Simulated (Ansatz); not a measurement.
CsPbCl$_{3}$ (cubic perovskite)

```yaml
crystal:
  lattice:
    - [5.61876, 0.00000, 0.00000]
    - [0.00000, 5.61876, 0.00000]
    - [0.00000, 0.00000, 5.61876]
  atoms:
    - { symbol: Cs, position: [0.00000, 0.00000, 0.00000] }
    - { symbol: Pb, position: [0.50000, 0.50000, 0.50000] }
    - { symbol: Cl, position: [0.00000, 0.50000, 0.50000] }
    - { symbol: Cl, position: [0.50000, 0.50000, 0.00000] }
    - { symbol: Cl, position: [0.50000, 0.00000, 0.50000] }
```

In this cell atom 2 (Pb, nearest neighbour Cl at 2.809 Å; its periodic images, 5.6 Å or more away, move with it) is moved by s along Cartesian z, unit vector (0.000, 0.000, 1.000); all other atoms and the cell stay fixed.

These are PBEsol (plane waves to 420 eV, PAW, scalar-relativistic; Ansatz, a program for electronic structure) values and carry that method's errors. k mesh 5×5×5 (Γ-centred), Fermi-Dirac smearing 0.05 eV. Energies are smeared free energies. CsPbCl3 was relaxed with its symmetry unable to fall. Spin-orbit coupling is left out, though Pb is heavy. The PAW data are Ansatz's earlier set. This is a high-temperature form of CsPbCl3. The zero of ΔE is the undisplaced structure.

| s (Å) | ΔE (meV/cell) |
|---|---|
| -0.560 | withheld |
| -0.448 | 464 |
| -0.336 | 209 |
| -0.224 | 76 |
| -0.112 | 17 |
| 0.000 | 0 |
| 0.112 | 17 |
| 0.224 | 76 |
| 0.336 | 209 |
| 0.448 | 464 |
| 0.560 | withheld |

Task: Fit an even polynomial form (powers 2, 4) to the given rows and predict ΔE at s = 0.560.

Result: Least squares on the 9 given rows: ΔE = (1256)·s² + (5259)·s⁴, in meV/cell with s in Å; root-mean-square residual 0.2 meV/cell. At 0.560 the fit gives 911 meV/cell; the calculation gives 918 meV/cell, so the extrapolation is off by -7 (-0.8 %). The quadratic term alone would give 394 meV/cell.

(A displaced cell: forces are minus the slopes of the energy, force constants its curvatures, and phonons follow from these.)
